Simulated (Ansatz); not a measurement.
MgS (rock salt) is sheared across one {110} plane: the third cell vector gains the shift, so faults repeat every 5.5 Å. The cut lies between planes 1.84 Å apart; the cell height is held.

```
CELL_PARAMETERS angstrom
      3.67917     0.00000     0.00000
      0.00000     5.20313     0.00000
      1.83958     2.60157     5.51875
ATOMIC_POSITIONS crystal
  S  0.00000 0.00000 0.83333
  S  0.33333 0.33333 0.16667
  S  0.66667 0.66667 0.50000
  Mg 0.33333 0.83333 0.16667
  Mg 0.66667 0.16667 0.50000
  Mg 0.00000 0.50000 0.83333
```

In-plane vectors a = (3.679, 0.000) Å, b = (0.000, 5.203) Å, area 19.14 Å². The shift is s times the vector a (length 3.679 Å), so s = 1 restores the start. Atoms relax along the normal only. γ = [E(shift) − E(0)] / area.

Method: r2SCAN (plane waves to 500 eV, PAW, scalar-relativistic; Ansatz, a quantum-chemistry and plane-wave program). k mesh 8×8×8 (Γ-centred), Fermi-Dirac smearing 0.05 eV. Energies are extrapolated to zero smearing. Some relaxations began with atoms very close together and may have settled on another branch. Faults lie only 5.5 Å apart, and holding the cell height raises γ above its relaxed value. MgS was relaxed with its symmetry unable to fall. The zero of γ is zero shift.

| s | γ (mJ/m²) |
|---|---|
| 0.000 | 0 |
| 0.083 | 117 |
| 0.167 | 337 |
| 0.250 | withheld |
| 0.333 | 703 |
| 0.417 | 807 |
| 0.500 | 843 |
| 0.583 | 807 |
| 0.667 | 703 |
| 0.750 | withheld |
| 0.833 | 337 |
| 0.917 | 117 |

Fit a Fourier form (three harmonics of 1 − cos and sin) to the given rows and predict γ at s = 0.250.

Least squares on the 10 given rows: γ = (402.7)·[1 − cos(2πs)] + (65.8)·[1 − cos(4πs)] + (20.5)·[1 − cos(6πs)], in mJ/m²; root-mean-square residual 4.9 mJ/m². At 0.250 the fit gives 555 mJ/m²; the calculation gives 542 mJ/m², so the interpolation is off by 13 (+2.4 %). 

(The slope of γ gives the shear force per area between the displaced halves; near zero shift its curvature is an elastic stiffness.)
